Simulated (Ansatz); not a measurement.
C:
```
CELL_PARAMETERS angstrom
      2.12063    -4.36948     0.00000
      2.12063     4.36948     0.00000
      0.00000     0.00000     2.50469
ATOMIC_POSITIONS crystal
  C  0.40474 0.22633 0.00000
  C  0.59526 0.77367 0.00000
  C  0.22633 0.40474 0.00000
  C  0.77367 0.59526 0.00000
  C  0.01867 0.35183 0.50000
  C  0.98133 0.64817 0.50000
  C  0.35183 0.01867 0.50000
  C  0.64817 0.98133 0.50000
```

Relaxed with r²SCAN.

### Question
Map the valence electron density (e/Å³), cut off at 2 on the plane through (0.405, 0.226, 0.000) spanned by u = [1, 1, 0] and v = [1, -1, 0] in lattice vectors, from r²SCAN in the plane-wave PAW code Ansatz.

### Answer
x is the fraction of u, y of v (the angle between them is 90°; rows are the nearest grid lines); atoms in the plane: C at (0.00, 0.00), C at (0.50, 0.50), C at (0.37, 0.82), C at (0.87, 0.32), C at (0.00, 0.82), C at (0.50, 0.32), C at (0.37, 0.00), C at (0.87, 0.50).
```
|7899899878741000124787|
|9865457998531000013699|
|8753335787421000013588|
|9864456998521000013699|
|7898899878741000024787|
|7765556787631000124687|
|4432233444321000012444|
|0000000001000000000010|
|0000000000000000000000|
|1100000112211111111221|
|2100001234443222234442|
|5310001368889877888885|
|5210001358889877898875|
|3100000246886433468863|
|3100000246886423468863|
|4210001258998766899974|
|5310001368889878998885|
|3100001234543322334543|
|1100000112221111112221|
|0000000000000000000000|
|0000000000000000000000|
|4332223344321000012344|
|7665456777531000124677|
|7899899878741000124787|
```
Scale: ten equal steps from 0.073 (start of '0') to 1.87 (end of '9'), in the order '0123456789'; x runs from 0.000 to 1.00, y from 0.000 (bottom) to 1.00 (top).

The density is the valence pseudo-density with augmentation charge, so density and ELF within about 1 Å of a nucleus are not all-electron values.

Space group Cmmm. The start of the workflow was typed in or built on a structure type; the Crystallography Open Database copy checked does not list it. It is not the phase usual at ambient conditions (space group No. 194, 227). The r²SCAN relaxation kept the symmetry of its start; its stability against distortions is not shown here.

Potentials: the earlier of the program's two PAW sets.
